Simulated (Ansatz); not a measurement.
Starting structure of a cell relaxation (symmetry kept):

```xyz
4
Lattice="3.6047 0.0000 0.0000 0.0000 3.6047 0.0000 0.0000 0.0000 3.6047" Properties=species:S:1:pos:R:3 pbc="T T T"
Ti    0.0000    0.0000    0.0000
Co    0.0000    1.8024    1.8024
Co    1.8024    0.0000    1.8024
Co    1.8024    1.8024    0.0000
```

Method: DFT LDA, scalar-relativistic, plane waves, PAW in Ansatz.

Plane waves to 420 eV, a k mesh through Γ of 12×12×12 on the computed 4-atom cell and Gaussian smearing (0.10 eV); collinear spin from starting moments -0.43 1.22 1.22 1.22 μB.

Q: What does it relax to?

A: The volume falls by 1.08 Å³/atom to 10.63 Å³/atom, and the energy falls by 74.7 meV/atom. The cell ends with a moment of 0.00 μB (only this magnetic start was tried). Final structure:
```cif
data_structure
_symmetry_space_group_name_H-M 'Pm-3m'
_symmetry_Int_Tables_number 221
_cell_length_a 3.4898
_cell_length_b 3.4898
_cell_length_c 3.4898
_cell_angle_alpha 90.000
_cell_angle_beta 90.000
_cell_angle_gamma 90.000
_cell_volume 42.50
loop_
_atom_site_label
_atom_site_type_symbol
_atom_site_symmetry_multiplicity
_atom_site_Wyckoff_symbol
_atom_site_fract_x
_atom_site_fract_y
_atom_site_fract_z
_atom_site_occupancy
Ti1 Ti 1 a 0.00000 0.00000 0.00000 1
Co1 Co 3 c 0.00000 0.50000 0.50000 1
```

Course of the relaxation (steps run on the plane waves of an earlier cell, and the basis is chosen afresh near the end, so energy and pressure can step there; trial steps that raised the energy were taken back; energies are free energies):

| step | E − E_final (meV/atom) | P (GPa) | V (Å³/atom) |
| --- | --- | --- | --- |
| 1 | 74.7 | -16.97 | 11.71 |
| 2 | 11.8 | -9.03 | 11.04 |
| 3 | 4.0 | 6.79 | 10.37 |
| 4 | -0.9 | -0.47 | 10.65 |
| 5 | -0.9 | 0.01 | 10.63 |
| 6 | 0.0 | -0.18 | 10.63 |
| 7 | 0.0 | 0.00 | 10.63 |
| 8 | 0.0 | 0.00 | 10.63 |

Cost: 1 run of about 3.6 core-minutes, on AMD EPYC 7R43 (Zen 3) (shared hosts).